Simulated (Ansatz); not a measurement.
# Ansatz 0.2.0, settings compared: Ba$_{2}$CBrO$_{6}$

Run with:

```bash
ansatz run input.yaml --threads 1 --pin off --max-ram 2560MiB --backend cpu --events-out ev --progress --plain --runs-dir out
```

input.yaml:

```yaml
crystal:
  lattice:
    - [0.0, 4.084882, 4.084882]
    - [4.084882, 0.0, 4.084882]
    - [4.084882, 4.084882, 0.0]
  atoms:
    - { symbol: Br, position: [0.5, 0.5, 0.5] }
    - { symbol: O, position: [0.765, 0.235, 0.235] }
    - { symbol: O, position: [0.235, 0.765, 0.235] }
    - { symbol: O, position: [0.235, 0.765, 0.765] }
    - { symbol: O, position: [0.765, 0.235, 0.765] }
    - { symbol: O, position: [0.235, 0.235, 0.765] }
    - { symbol: O, position: [0.765, 0.765, 0.235] }
    - { symbol: C, position: [0.0, 0.0, 0.0] }
    - { symbol: Ba, position: [0.25, 0.25, 0.25] }
    - { symbol: Ba, position: [0.75, 0.75, 0.75] }
  symmetry: { tolerance: 0.0003 }
kpoints:
  mp_grid: { grid: [4, 4, 4], shift: [0, 0, 0] }
magnetization:
  spin_polarized: false
scf:
  occupations: { method: fermi_dirac }
hamiltonian:
  pseudopotentials: { kind: paw }
  xc: r2scan
basis:
  ecutwfc: 500
output:
  forces: true
  stress: true
  eigenvalues: true
```

Origin of the cell: a known structure type with other elements, at an estimated volume, so it need not be a known compound.

The smearing width isn't typed, so it takes its default of 0.1 eV.

Output of this run (shortened):

```
SCF iter   1: F=—  HF=-18375.563130 eV  Δρ=1.11e-2  dr2=2.08e-1  dr2_τ=2.55e-1  defer=9
SCF iter   2: F=—  HF=-18375.738218 eV  Δρ=5.09e-3  dr2=2.04e-2  dr2_τ=6.38e-3  defer=26
SCF iter   3: F=—  HF=-18375.735010 eV  Δρ=2.16e-3  dr2=5.86e-3  dr2_τ=4.85e-4  defer=26
SCF iter   4: F=—  HF=-18375.733775 eV  Δρ=7.51e-4  dr2=1.13e-3  dr2_τ=8.44e-5  defer=26
SCF iter   5: F=—  HF=-18375.733515 eV  Δρ=2.13e-4  dr2=9.64e-5  dr2_τ=3.44e-6  defer=26
SCF iter   6: F=—  HF=-18375.733592 eV  Δρ=7.53e-5  dr2=8.32e-6  dr2_τ=6.42e-7  defer=26
SCF iter   7: F=—  HF=-18375.733593 eV  Δρ=2.03e-5  dr2=5.18e-7  dr2_τ=8.27e-8  defer=26
SCF iter   8: F=-18375.733592 eV  HF=-18375.733592 eV  Δρ=3.19e-6  dr2=1.36e-8  dr2_τ=6.07e-10
SCF 1 converged in 8 iterations: F = -18375.733592 eV  dr2 = 1.36e-8
SCF converged after 8 iterations
Free energy (F): -18375.733592 eV
Harris-Foulkes:  -18375.733592 eV  (|F-HF|=6.48e-10)
Internal energy: -18375.617315 eV  (E = F + TS)
E sigma→0 (E₀):  -18375.675454 eV
Entropy (-TS):   -0.116277 eV (-11.628 meV/atom)
Fermi energy:    7.626075 eV
--- Per-component energies (eV) ---
  E_band       = -56.966173
  E_kinetic    = 1575.973095
  E_local      = -2421.543733  (includes V_loc(G=0)·N_el)
  E_nonlocal   = 492.284443
  E_hartree    = 813.568721
  E_xc         = -1041.848902
  E_vxc        = -1097.005213  (∫ρ·V_xc dr)
  E_paw        = -13826.269824  (= ΣΔE_a)
  E_vpaw       = -298.908823  (= ΣTr[D̂ρ^β])
  E_aug_tail   = 0.006114  (compensation charges beyond the density's cutoff)
  E_vtau       = 65.093638  (kinetic-family band-sum trace: ∫τ·v_τ [+ j·A + Jᵃ·Aᵃ] dr)
  E_ewald      = -3967.553447
  E_core_change = -0.233781  (= ΣΔE_core)
  E_smearing   = -0.116277  (= −TS)
  Σ components = -18375.733592   (vs F -18375.733592, Δ=0.00e0)
--- Forces (eV/Å), atoms counted from 1 ---
  atom   1  Br     0.000000    -0.000000    -0.000000
[… 4 lines left out …]
  atom   6  O      0.000000     0.000000    -0.403078
  atom   7  O      0.000000    -0.000000     0.403078
  atom   8  C     -0.000000     0.000000     0.000000
  atom   9  Ba    -0.000000    -0.000000    -0.000000
  atom  10  Ba    -0.000000     0.000000    -0.000000
  max |Σ_I F_I| component: 6.01e-17 eV/Å
--- Stress (GPa, compression-positive) ---
       -9.756660       0.000000       0.000000
       -0.000000      -9.756660       0.000000
       -0.000000      -0.000000      -9.756660
  P = ⅓ Tr σ = -9.7567 GPa (-97.567 kbar)
```

The same input was run again with these changes:

1. `accuracy` default → medium; `kpoints.mp_grid.grid` [4, 4, 4] → [6, 6, 6]
2. `scf.lower_state_search` default → light; `basis.ecutwfc` 500 → "58.8 Ry"
3. `basis.xc_grid` default → 1; `total_charge` default → 1
4. `scf.max_iter` default → 1

```
 run                end  SCF iterations  P (GPa)  max force component (eV/Å)  moment (μB)  ΔE(σ→0) (meV/atom)
base          converged               8    -9.76                       0.403            –                   0
   1          converged               8    -9.89                       0.404            –               -0.78
   2          converged               8    -9.76                       0.404            –               -2.97
   3          converged               8        –                       0.541            –                   –
   4  SCF not converged               1        –                           –            –                   –
```

Energies are compared only where functional, datasets, charge and starting cell are the same.

Caveats of the base run: no moments, though an odd count or open d shells may carry them; the k mesh is coarse if the cell is a metal.

Run 3: charged cell with a uniform background, whose pressure depends on convention; no spin, though holes on the anions or broken bonds may carry moments.

The base run ran for 8.6 s on 1 thread of Arm Neoverse V2, on a shared host, peak memory 0.87 GiB, from the program's own first density.
